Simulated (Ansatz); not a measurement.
Relaxed Ru (hcp, Mg type):

```xyz
2
Lattice="2.7046 0.0000 0.0000 -1.3523 2.3422 0.0000 0.0000 0.0000 4.2601" Properties=species:S:1:pos:R:3 pbc="T T T"
Ru     0.0000     1.5615     3.1951
Ru     1.3523     0.7807     1.0650
```

In this cell atom 2 (Ru, nearest neighbour Ru at 2.641 Å; its periodic images, 2.7 Å or more away, move with it) is moved by s along Cartesian x, unit vector (1.000, 0.000, 0.000); all other atoms and the cell stay fixed.

Method: r2SCAN (plane waves to 500 eV, PAW, scalar-relativistic; Ansatz, an electronic-structure program). k mesh 16×16×9 (Γ-centred), Fermi-Dirac smearing 0.05 eV. The energy includes the smearing's −TS. Stress and pressure are positive under compression. With partly filled bands, energies and forces of such displacements shift with the k mesh and the smearing. F∥ is the force on the atom along that direction. F⊥ is the part of the force across the line. Ru is run without spin polarisation. Ru was relaxed with its symmetry unable to fall. ΔE is measured from the undisplaced structure.

```
s (Å)   ΔE (meV/cell)  |F⊥| (eV/Å)  F∥ (eV/Å)  P (GPa)
------  -------------  -----------  ---------  -------
-0.790           1416        0.410      1.408     21.3
-0.632           1126        0.201      2.167     15.9
-0.474            742        0.359      2.601     10.2
-0.316            358        0.227      2.130      4.9
-0.158             95        0.086      1.155      1.3
0.000               0        0.000      0.000     -0.1
0.158              95        0.086     -1.155      1.3
0.316             358        0.227     -2.130      4.9
0.474             742        0.359     -2.601     10.2
0.632            1126        0.201     -2.167     15.9
0.790            1416        0.410     -1.408     21.3
```

What the scan shows:

- Energy at s = 0.790 Å = 1416 meV/cell
- Force along the line at s = -0.790 Å = 1.41 eV/Å
- Symmetry of the curve = even: the same for both signs
- Shape of the curve = a single well with its minimum at or next to zero displacement
- Force constant k = d²E/ds² at s = 0 (finite differences) = 7.50 eV/Å²
- Harmonic estimate at the end of the scan = ½ks² = 2339 meV/cell against the computed 1416 meV/cell, so the well is softer than harmonic there

(For displaced atoms, the force is minus the slope of the energy, and its curvature is a force constant, which sets phonon frequencies.)
